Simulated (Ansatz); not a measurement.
# Profile along the Sr–Sr line in Sr (fcc, Cu type)

Sr (fcc, Cu type)

```cif
data_Sr4
_chemical_formula_sum 'Sr4'
_space_group_name_H-M_alt 'Fm-3m'
_space_group_IT_number 225
_space_group_name_Hall '-F 4 2 3'
_cell_length_a 6.02940
_cell_length_b 6.02940
_cell_length_c 6.02940
_cell_angle_alpha 90.000
_cell_angle_beta 90.000
_cell_angle_gamma 90.000
loop_
_atom_site_label
_atom_site_type_symbol
_atom_site_symmetry_multiplicity
_atom_site_Wyckoff_symbol
_atom_site_fract_x
_atom_site_fract_y
_atom_site_fract_z
_atom_site_occupancy
Sr1 Sr 4 a 0.00000 0.00000 0.00000 1
```
(The calculation used a cell of 1 atom; values per cell refer to that cell.)

Fields along a shortest Sr–Sr line of a {111} plane (4.26 Å), from Sr to Sr, interpolated on the slice's grid (step about 0.2 Å). All values below come from PBE (plane waves to 420 eV, PAW, scalar-relativistic; Ansatz, a quantum-chemistry and plane-wave program). k mesh 13×13×13. Inside the PAW spheres the values are not all-electron values, and peaks at nuclei hang on which shells count as valence. Sr was relaxed with its symmetry unable to fall.

```json
[
 {"distance from Sr (Å)": "0.00", "valence electron density (e/Å³)": "1.09", "electron localisation function": "x"},
 {"distance from Sr (Å)": "0.43", "valence electron density (e/Å³)": "2.73", "electron localisation function": "x"},
 {"distance from Sr (Å)": "0.85", "valence electron density (e/Å³)": "1.08", "electron localisation function": "0.86"},
 {"distance from Sr (Å)": "1.28", "valence electron density (e/Å³)": "0.15", "electron localisation function": "0.21"},
 {"distance from Sr (Å)": "1.70", "valence electron density (e/Å³)": "0.05", "electron localisation function": "0.10"},
 {"distance from Sr (Å)": "2.13", "valence electron density (e/Å³)": "0.04", "electron localisation function": "0.28"},
 {"distance from Sr (Å)": "2.56", "valence electron density (e/Å³)": "0.05", "electron localisation function": "0.10"},
 {"distance from Sr (Å)": "2.98", "valence electron density (e/Å³)": "0.15", "electron localisation function": "0.21"},
 {"distance from Sr (Å)": "3.41", "valence electron density (e/Å³)": "1.08", "electron localisation function": "0.86"},
 {"distance from Sr (Å)": "3.83", "valence electron density (e/Å³)": "2.73", "electron localisation function": "x"},
 {"distance from Sr (Å)": "4.26", "valence electron density (e/Å³)": "1.09", "electron localisation function": "x"}
]
```

x: too close to a nucleus for the ELF to mean much.

Density on the Sr–Sr line (4.26 Å) at its midpoint: 0.04 e/Å³. ELF at that point: 0.28.
